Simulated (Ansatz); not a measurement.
**MoSi$_{2}$: pressure against volume**

MoSi$_{2}$, P6_222, a = 4.584 Å, c = 6.577 Å. This isn't the usual stable structure of the compound. Ansatz: r2SCAN, PAW, 500 eV, Γ-centred 12×12×6 mesh on 9 atoms, Gaussian smearing 0.01 eV; no spin polarisation. Shape and atoms are relaxed at each volume; pressure is positive in compression.

```
V (Å³/atom) P (GPa)
     11.702    37.51
     12.101    25.72
     12.500    15.71
     12.899     7.22
     13.298     0.00
     13.697        ?
     14.096   -11.29
     14.628   -16.95
```

Question: Take V0 = 13.298 Å³/atom, fit the third-order Birch–Murnaghan form to the other rows, and predict the missing pressure.

Answer: With the Eulerian strain f = ½[(V0/V)^(2/3) − 1] and y = P/[3f(1 + 2f)^(5/2)], the form is the line y = B0 + 1.5 B0 (B0′ − 4) f. Rows (f, y): 0.04449, 227.1; 0.03245, 225.8; 0.02106, 224.3; 0.01026, 223.0; -0.01905, 217.7; -0.03079, 215.1. Means f = 0.009737, y = 222.17; Σ(Δf)² = 0.004323, ΣΔfΔy = 0.6935; the slope is their ratio. y = 220.6 + 160.4 f GPa, so B0 = 220.6 GPa and B0′ = 4 + 2 × (160.4)/(3 × 220.6) = 4.48. At V = 13.697, f = -0.00976, y = 219.03 and P = -6.10 GPa. The run gave -6.12 GPa, so the fit is 0.02 GPa too high, within the rms miss on the fitted rows (0.05 GPa).